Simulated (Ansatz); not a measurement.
Here is the system:

Al3Pt2:
Space group P-3m1 (No. 164); a = 4.2072 Å, b = 4.2072 Å, c = 5.1777 Å, α = 90.00°, β = 90.00°, γ = 120.00°

| atom | site | symmetry | x | y | z |
|---|---|---|---|---|---|
| Al | 1a | -3m. | 0.0000 | 0.0000 | 0.0000 |
| Al | 2d | 3m. | 0.6667 | 0.3333 | 0.3535 |
| Pt | 2d | 3m. | 0.3333 | 0.6667 | 0.1643 |

This is the PBEsol-relaxed structure.

Problem. All from DFT-PBEsol in the program Ansatz with PAW potentials, unless another level is named. Give the formation energy from the elements (no fitted shifts).

Solution. -95 kJ/mol of atoms.

Problem. Next, the density of states at the Fermi level?

Solution. 0.18 states/eV per atom (mean over ±0.08 eV).

Problem. Predict the gap with spin–orbit coupling.

Solution. none (metallic).

The first step of the workflow began from a Materials Project structure, measured or hypothetical; the Crystallography Open Database copy checked does not list it. Its standing as an ambient phase is unchecked. The cell was relaxed with PBEsol under the symmetry of its start; of distortions, only those at the zone centre were tested. No spin polarisation was allowed. Axis ratios of metals converge slowly with the k-mesh, so a and c are less sure than the volume. The references are the lowest solids computed at this level, not always the standard phases. Scalar-relativistic: spin–orbit coupling is off unless named, which matters more the heavier the elements.

Potentials: the later of the program's two PAW sets.
